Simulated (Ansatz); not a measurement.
KTaO₃:
```
CELL_PARAMETERS angstrom
      4.02439     0.00000     0.00000
      0.00000     4.02439     0.00000
      0.00000     0.00000     4.02439
ATOMIC_POSITIONS crystal
  K  0.50000 0.50000 0.50000
  Ta 0.00000 0.00000 0.00000
  O  0.00000 0.50000 0.00000
  O  0.50000 0.00000 0.00000
  O  0.00000 0.00000 0.50000
```

Relaxed with PBE. Special points in fractions of this cell's reciprocal vectors: Γ (0.000, 0.000, 0.000); X (0.000, 0.500, 0.000); M (0.500, 0.500, 0.000); R (0.500, 0.500, 0.500).

### Question
List the band energies nearest the valence-band maximum at these points for the program Ansatz at the PBE level (PAW).

### Answer
In eV from the valence-band maximum; about four levels below and three above (degenerate sets whole), none deeper than 8.9 eV; points with the same levels are listed once.

| k | below | above |
|---|---|---|
| Γ | -1.01 -1.01 -1.01 -0.62 -0.62 -0.62 | 2.16 2.16 2.16 |
| X | -2.06 -1.44 -0.83 -0.83 | 2.31 4.87 4.87 |
| M | -1.68 -1.39 -1.39 -0.04 | 4.91 4.91 6.15 |
| R | -3.80 -3.80 -3.80 0.00 0.00 0.00 | 6.27 6.27 6.27 |

Space group Pm-3m (cubic perovskite). Symmetry was held in the PBE relaxation. The run is not spin-polarised. Scalar-relativistic: spin–orbit coupling is off unless named, which matters more the heavier the elements.

Potentials: the later of the program's two PAW sets.
